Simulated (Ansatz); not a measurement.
A generator proposed this cell of MgCoC4N4.

```cif
data_structure
_symmetry_space_group_name_H-M 'P4/mmm'
_symmetry_Int_Tables_number 123
_cell_length_a 7.2938
_cell_length_b 7.2938
_cell_length_c 4.0305
_cell_angle_alpha 90.000
_cell_angle_beta 90.000
_cell_angle_gamma 90.000
_cell_volume 214.42
loop_
_atom_site_label
_atom_site_type_symbol
_atom_site_symmetry_multiplicity
_atom_site_Wyckoff_symbol
_atom_site_fract_x
_atom_site_fract_y
_atom_site_fract_z
_atom_site_occupancy
Mg1 Mg 1 a 0.00000 0.00000 0.00000 1
Co1 Co 1 c 0.50000 0.50000 0.00000 1
C1 C 4 j 0.19195 0.80805 0.00000 1
N1 N 4 j 0.30538 0.69462 0.00000 1
```

Level of theory: Ansatz 0.2.0, DFT PBE, scalar-relativistic, plane waves, PAW. Settings: cutoff 420 eV, Γ-centred mesh 4×4×4 on the computed 10-atom cell, Gaussian smearing of 0.10 eV; collinear spin from starting moments 0.0 3.0 0.0 0.0 0.0 0.0 0.0 0.0 0.0 0.0 μB.

Formation energies are uncorrected and refer to the elements' standard structures at the same level (N₂ as a molecule).

**Question.** Estimate its pressure, forces and energy as it stands.

**Answer.** The pressure is 1.4 GPa (the mean over three directions, positive in compression), the largest force is 2.81 eV/Å, and the energy is +0.50 eV/atom against the elements. The shortest distance is 1.17 Å.

**Question.** Is it a good guess?

**Answer.** A fair one: relaxing gains about 0.17 eV/atom in 48 ionic steps and ends at +0.329 eV/atom on the finer mesh. The symmetry stays P4/mmm (No. 123). The volume per atom grows by 49.6 %, from 21.4 to 32.1 Å³. The shortest distance stays 1.17 Å (C–N). The ratio c/a of the conventional cell changes by a factor of 1.44. Conventional cell: a = 7.394 Å, c = 5.868 Å. Mg has 4 C at 2.21 Å; Co has 4 N at 1.85 Å; around C lie 1 N at 1.17 Å and 1 Mg at 2.21 Å; N has 1 C at 1.17 Å and 1 Co at 1.85 Å.

The last run used collinear spin, a 4×4×6 mesh (in the run's order of axes) for its 10-atom cell and Gaussian smearing of 0.02 eV. No dispersion correction is applied, so the spacing and binding between layers, chains or molecules are poorly described. The reference form of C is held partly by dispersion forces, which this level lacks. The magnetic state reached may not be the lowest. The relaxation can't lower the symmetry of the start, and the grade says only how near the guess is to its own end. A structure relaxed within its symmetry needn't be a true minimum.
